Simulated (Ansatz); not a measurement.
AlGaN$_{2}$:
```
AlGaN2
1.0
    3.13853     0.00000     0.00000
    0.00000     3.13853     0.00000
    0.00000     0.00000     4.42236
Al Ga N
1 1 2
Cartesian
  1.56926   1.56926   2.21118
  0.00000   0.00000   0.00000
  1.56926   0.00000   3.26849
  0.00000   1.56926   1.15387
```

Tensor components refer to the Cartesian frame of this cell.

**Question.** Give the high-frequency dielectric tensor and the Born effective charge tensors of the independent atoms from DFPT, r²SCAN (plane waves, PAW; program Ansatz).

**Answer.** 
ε∞:
```
4.81  0.00  0.00
0.00  4.81  0.00
0.00  0.00  4.79
```
Z* of atom 1 (Al), rows: field, columns: displacement, in e:
```
2.52  0.00  0.00
0.00  2.52  0.00
0.00  0.00  2.71
```
Z* of atom 2 (Ga), rows: field, columns: displacement, in e:
```
2.65  0.00  0.00
0.00  2.65  0.00
0.00  0.00  2.50
```
Z* of atom 3 (N), rows: field, columns: displacement, in e:
```
-2.69   0.00   0.00
 0.00  -2.48   0.00
 0.00   0.00  -2.60
```

Static charges for comparison (Bader): Al1 +2.48, Ga2 +1.63, N3 -2.05 e. Born charges measure polarisation by displacement and can exceed these by far.

Space group P-4m2. The workflow started from a Materials Project entry (that database holds measured and hypothetical structures alike); the Crystallography Open Database copy checked does not list it. With Al and Ga taken as one species the cell has the higher symmetry F-43m, so it may be an ordered model of a mixed-site phase. Whether it is the stable phase at ambient conditions was not checked. The r²SCAN relaxation kept the symmetry of its start; its stability against distortions is not shown here. Scalar-relativistic: spin–orbit coupling is off unless named, which matters more the heavier the elements.

Potentials: the later of the program's two PAW sets.
